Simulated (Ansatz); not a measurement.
SiO₂ (alpha-quartz type, space group P3_121)

```xyz
9
Lattice="4.9484 0.0000 0.0000 -2.4742 4.2855 0.0000 0.0000 0.0000 5.4413" Properties=species:S:1:pos:R:3 pbc="T T T"
Si     2.3271     0.0000     4.5344
Si    -1.1636     2.0153     0.9069
Si     1.3107     2.2701     2.7206
O      1.3803     1.1447     3.8885
O      3.2670     0.6231     0.2610
O      2.7754     2.5178     2.0747
O     -1.0939     3.1408     5.1803
O      0.3012     1.7677     1.5528
O      0.7927     3.6624     3.3665
```

The slice is a (1 -1 0 0) plane (indices of the conventional cell) through the point (0.588, 0.855, 0.619) (fractional), spanned by u = [110] and v = [001] in vectors of this cell: u (4.95 Å) and v (5.44 Å, at 90° to u). It covers one period; positions are fractions (u, v).

The numbers are results of PBEsol (plane waves to 420 eV, PAW, scalar-relativistic; Ansatz, a quantum-chemistry and plane-wave program), not measurements. k mesh 8×8×6. These are valence fields of a PAW run, semicore shells included where kept as valence: close to a nucleus they are smooth pseudo fields. SiO2 was relaxed with its symmetry unable to fall. The PAW data are Ansatz's earlier set.

**Question.** Sketch the density of the highest valence band (whole band, smooth part) on this plane as a map.

**Answer.** 
```
v \ u   0.00   0.14   0.28   0.41   0.55   0.69   0.83   0.97
-----  -----  -----  -----  -----  -----  -----  -----  -----
0.94   0.116  0.041  0.002  0.000  0.001  0.001  0.026  0.124
0.84   0.029  0.008  0.001  0.002  0.010  0.004  0.005  0.028
0.75   0.002  0.001  0.001  0.009  0.055  0.029  0.002  0.002
0.66   0.001  0.002  0.001  0.010  0.034  0.079  0.010  0.001
0.56   0.002  0.011  0.007  0.002  0.002  0.038  0.006  0.002
0.47   0.003  0.040  0.053  0.007  0.002  0.004  0.001  0.002
0.38   0.002  0.035  0.084  0.010  0.001  0.002  0.001  0.001
0.28   0.001  0.006  0.018  0.003  0.001  0.004  0.001  0.001
0.19   0.015  0.002  0.001  0.001  0.001  0.001  0.001  0.013
0.09   0.099  0.028  0.001  0.000  0.000  0.000  0.009  0.084
0.00   0.003  0.061  0.003  0.000  0.000  0.001  0.028  0.036
```

Values: density of the highest valence band (whole band, smooth part) in e/Å³.
